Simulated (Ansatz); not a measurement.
Structure: Mg3CdTe4 as one 8-atom ordering (Cmmm) on the rocksalt lattice, at its r2SCAN minimum. The symmetry is Cmmm (No. 65, orthorhombic); conventional cell a = 8.468 Å, b = 11.980 Å, c = 4.237 Å, 26.86 Å³ an atom. Around Mg lie 6 Te at 2.96–2.97 Å; around Mg lie 6 Te at 3.00 Å; around Cd lie 6 Te at 3.02–3.03 Å; around Te lie 5 Mg at 2.96–3.00 Å and 1 Cd at 3.03 Å; around Te lie 4 Mg at 2.97–3.00 Å and 2 Cd at 3.02 Å.

```
CELL_PARAMETERS angstrom
4.23380 -5.99024 0.00000
4.23380 5.99024 0.00000
0.00000 0.00000 4.23698
ATOMIC_POSITIONS crystal
Mg 0.00000 0.00000 0.00000
Mg 0.50000 0.00000 0.50000
Mg 0.00000 0.50000 0.50000
Cd 0.50000 0.50000 0.00000
Te 0.75275 0.24725 0.00000
Te 0.24630 0.24630 0.50000
Te 0.75370 0.75370 0.50000
Te 0.24725 0.75275 0.00000
```

3 runs of the PAW code Ansatz on this cell differ in the functional (and in the settings that go with it). Levels are in eV from each run's valence top; v1 is the last filled band, c1 the first empty one.

Run A, mean stress -0.3 GPa (compression positive):
```
point     v2     v1    c1    c2
    Γ  -0.12  -0.11  0.55  2.59
    Y  -0.69  -0.34  2.73  3.22
   C₀  -1.05  -0.10  2.79  3.39
```

Run B, mean stress 0.0 GPa (compression positive):
```
point     v2     v1    c1    c2
    Γ  -0.11  -0.11  0.41  2.56
    Y  -0.66  -0.31  2.41  3.05
   C₀  -0.97  -0.10  2.49  3.19
```

Run C, mean stress +0.7 GPa (compression positive):
```
point     v2     v1     c1    c2
    Γ  -0.11  -0.11  -0.03  1.74
    Y  -0.64  -0.30   1.98  2.49
   C₀  -0.98  -0.09   2.06  2.66
```

**Question.** Match the runs to PBE, r2SCAN, HSE06.

**Answer.** A is HSE06, B is r2SCAN, C is PBE. In order of the gap: PBE none (overlap 0.21), r2SCAN 0.03, HSE06 0.19 eV. The stress vanishes for r2SCAN, which relaxed the cell.

Simulation only: spin-unpolarised, and no claim that this is the phase found in nature.

Spin-orbit coupling is left out, which matters wherever the heavy atoms make up the band edges.

The stress of a hybrid is loosely converged in these runs.

Where bands overlap, v1 and c1 are numbered by the electron count and aren't everywhere filled or empty.

Where bands overlap the cell is a metal at that level, and these k meshes limit energies, forces and stress. Overlaps of a few tenths of an eV in semilocal functionals can be an artefact that a hybrid or GW lifts.

The meshes of the hybrids are coarse, so their gaps aren't converged to the digits shown.
